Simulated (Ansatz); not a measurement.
AsSe:
```
AsSe
1.0
    6.94015     0.00000     0.00000
    0.00000    14.33239     0.00000
   -4.11845     0.00000     9.43225
As Se
16 16
Cartesian
  1.99777   0.18681   1.12720
  0.82394  14.14559   8.30505
  2.88316   7.35301   3.58892
 -0.06146   6.97939   5.84332
  2.09367  12.31096   3.98935
  0.72804   2.02143   5.44290
  2.78726   5.14477   0.72677
  0.03444   9.18763   8.70547
 -0.29979  12.48089   3.03322
  3.12150   1.85150   6.39902
  5.18072   5.31469   1.68290
 -2.35901   9.01770   7.74934
  2.11232  12.03034   0.40004
  0.70939   2.30205   9.03220
  2.76861   4.86415   4.31608
  0.05310   9.46825   5.11617
  3.03726   0.05129   3.27309
 -0.21556  14.28110   6.15915
  1.84367   7.21749   1.44303
  0.97804   7.11490   7.98922
 -0.21327   0.30358   2.01266
  3.03498  14.02881   7.41959
  5.09420   7.46978   2.70347
 -2.27250   6.86262   6.72878
  3.16486  11.03261   2.28629
 -0.34315   3.29978   7.14595
  1.71607   3.86641   2.42983
  1.10564  10.46598   7.00241
 -0.06606  11.28003   0.98612
  2.88777   3.05237   8.44613
  4.94699   4.11383   3.73001
 -2.12528  10.21857   5.70224
```

Relaxed with r²SCAN. Special points in fractions of this cell's reciprocal vectors: Γ (0.000, 0.000, 0.000); Z (0.000, 0.500, 0.000); D (0.000, 0.500, 0.500); B (0.000, 0.000, 0.500); A (-0.500, 0.000, 0.500); E (-0.500, 0.500, 0.500); C2 (-0.500, 0.500, 0.000); Y2 (-0.500, 0.000, 0.000).

**Question.** List the band energies nearest the valence-band maximum at these points for DFT-r²SCAN in the program Ansatz with PAW potentials.

**Answer.** In eV from the valence-band maximum; about four levels below and three above (degenerate sets whole), none deeper than 8.9 eV; points with the same levels are listed once.

```json
[
 {"k": "Γ", "below": "-0.22 -0.06 -0.03 0.00", "above": "1.97 2.10 2.13"},
 {"k": "Z", "below": "-0.16 -0.16 -0.09 -0.09", "above": "1.98 1.98 2.10 2.10"},
 {"k": "D", "below": "-0.15 -0.15 -0.14 -0.14", "above": "2.03 2.03 2.10 2.10"},
 {"k": "B", "below": "-0.28 -0.28 -0.01 -0.01", "above": "1.88 1.88 2.04 2.04"},
 {"k": "A", "below": "-0.39 -0.39 -0.30 -0.30", "above": "1.97 1.97 2.13 2.13"},
 {"k": "E", "below": "-0.36 -0.36 -0.36 -0.36", "above": "1.84 1.84 2.23 2.23"},
 {"k": "C2", "below": "-0.42 -0.42 -0.33 -0.33", "above": "1.83 1.83 1.96 1.96"},
 {"k": "Y2", "below": "-0.38 -0.36 -0.32 -0.31", "above": "1.64 1.82 2.07"}
]
```

Space group P2_1/c. The workflow started from a Materials Project entry (that database holds measured and hypothetical structures alike); the Crystallography Open Database files this formula in space group No. 14, but the cells were not matched. Its standing as an ambient phase is unchecked. The r²SCAN relaxation kept the symmetry of its start; its stability against distortions is not shown here. A crystal of weakly bound molecules computed without a dispersion correction: the cell and the soft elastic constants depend strongly on that. Scalar-relativistic: spin–orbit coupling is off unless named, which matters more the heavier the elements.

Potentials: the later of the program's two PAW sets.
